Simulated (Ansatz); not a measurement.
**KMgF₃: energy along a strain**

KMgF₃, Pm-3m, a = 3.986 Å (as given, not relaxed at this level: -4.5 GPa). The structure is a COD entry; whether it is the stable form wasn't checked. Ansatz: LDA, PAW, 420 eV, Γ-centred 6×6×6 mesh on 5 atoms, Gaussian smearing 0.05 eV; no spin polarisation. Cell vectors (Å): 3.986 0.000 0.000; 0.000 3.986 0.000; 0.000 0.000 3.986. The cell is strained by x per cent times the pattern (0 0 0 0 0 1) in the order xx yy zz yz xz xy (engineering shears), with fractional coordinates held. y is the free energy over the start, V0 = 12.665 Å³/atom. Symmetry makes y even in x.

```
x (%) y (meV/atom)
-2.00             ?
-1.00          0.19
 0.00          0.00
 0.25          0.03
 0.50          0.04
 0.75          0.10
 1.25          0.28
 1.50          0.39
 1.75          0.53
```

Fit y = c2 x² + c4 x⁴ to the other rows, get the stiffness along the pattern, and predict the missing energy.

Least squares on the rows shown. y = 0.1865 x² − 0.004650 x⁴. The clamped-ion stiffness p·C·p = 2 × 1.865 eV × 160.2 / 12.665 Å³ = 47 GPa, which is C66 in these axes (C44 of the cubic crystal) (second derivative at the start, which stands under stress). With a term in x⁶ added, the coefficient of x² becomes 0.1962, 5 % more, which shows how far this figure hangs on the form. At x = -2.00 the fit asked for gives 0.67 meV/atom. The run gave 0.69 meV/atom, so the fit is 0.02 meV/atom too low, a small miss on the scale of the series.

Symmetry holds off the tilts and polar distortions that many cubic perovskites undergo.